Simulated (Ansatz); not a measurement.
Total density of states per atom from PBE (plane waves, PAW; program Ansatz), in 0.25 eV bins, energy from the Fermi level:

(E (eV), states/eV/atom): (-7.85, 0.27); (-7.60, 0.31); (-7.35, 0.38); (-7.10, 0.48); (-6.85, 0.43); (-6.60, 0.38); (-6.35, 0.32); (-6.10, 0.27); (-5.85, 0.22); (-5.60, 0.08); (-5.35, 0.04); (-5.10, 0.16); (-4.85, 0.25); (-4.60, 0.50); (-4.35, 0.63); (-4.10, 0.38); (-3.85, 0.30); (-3.60, 0.25); (-3.35, 0.21); (-3.10, 0.18); (-2.85, 0.16); (-2.60, 0.14); (-2.35, 0.12); (-2.10, 0.10); (-1.85, 0.38); (-1.60, 0.62); (-1.35, 0.53); (-1.10, 0.52); (-0.85, 0.55); (-0.60, 0.65); (-0.35, 0.73); (-0.10, 0.69); (0.15, 0.66); (0.40, 0.62); (0.65, 0.58); (0.90, 0.56); (1.15, 0.52); (1.40, 0.35); (1.65, 0.24); (1.90, 0.17); (2.15, 0.12); (2.40, 0.07); (2.65, 0.03); (2.90, 0.14); (3.15, 0.27); (3.40, 0.38); (3.65, 0.51); (3.90, 0.76); (4.15, 0.86); (4.40, 0.66); (4.65, 0.52); (4.90, 0.45)

### Question
Which of these materials gives this?
A. Ga, diamond
B. GaBi, rock salt
C. GaP, CsCl type
D. GaAs, P4_2/mmc (Ga on 2c, As on 2e)

### Answer
A, Ga, diamond. Within 0.5 eV of the Fermi level: Ga 4p 93 %, Ga 4s 6 %. Projections are on Löwdin-orthogonalised atomic valence shells; empty p or d shells of many metals are not among them.

Space group Fd-3m (diamond). The start of the workflow was typed in or built on a structure type; neither database checked (COD, Materials Project) lists it. It is not the phase usual at ambient conditions (space group No. 64). The cell was relaxed with PBE under the symmetry of its start; its stability against distortions is not shown here. The volume moved by -17 % from the start of the relaxation. Scalar-relativistic: spin–orbit coupling is off unless named, which matters more the heavier the elements.

Potentials: the later of the program's two PAW sets.
